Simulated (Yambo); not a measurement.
G0W0@LDA for a free-standing PtS$_{2}$ monolayer (symmetry P-3m1, slab cell 15.5 Å high) in Yambo. Reference settings: 6×6×1 Γ-centred k mesh, bands 5 to 94 and a 6 Ry block in the screening, 94 bands in G with the Bruneval-Gonze terminator, plasmon pole fitted at 27.2 eV, slab-truncated Coulomb interaction, stochastic integration of W near q = 0. The LDA gap (0.167, 0.167) → (0, 0.167) on this mesh is 2.07 eV; G0W0 gaps are taken between the same points.

With and without the terminator, as bands are cut:

```
bands in G (in W)  gap, terminator (eV)  gap, none (eV)  valence shift, terminator (eV)  valence shift, none (eV)
-----------------  --------------------  --------------  ------------------------------  ------------------------
25 (25)                           3.382           3.407                          -0.040                     0.322
38 (38)                           3.329           3.373                          -0.238                     0.092
54 (54)                           3.329           3.381                          -0.348                    -0.061
74 (74)                           3.331           3.391                          -0.434                    -0.186
94 (94)                           3.325           3.378                          -0.489                    -0.271
```

Over this range the gap spans 0.057 eV with the terminator and 0.034 eV without, the valence shift 0.449 eV and 0.593 eV. Neither column has reached its limit for certain. In the run with 94 bands and a 6 Ry block, which covers more k points, the smallest G0W0 gap is 3.26 eV, (0, 0.167) → (0, 0.167).

Spin-orbit coupling is not included.

Geometry relaxed with LDA; primitive cell a = 3.5125 Å, b = 3.5125 Å, c = 15.5000 Å, α = 90.00°, β = 90.00°, γ = 120.00°.

A shift is the quasiparticle energy of the state minus its LDA energy.
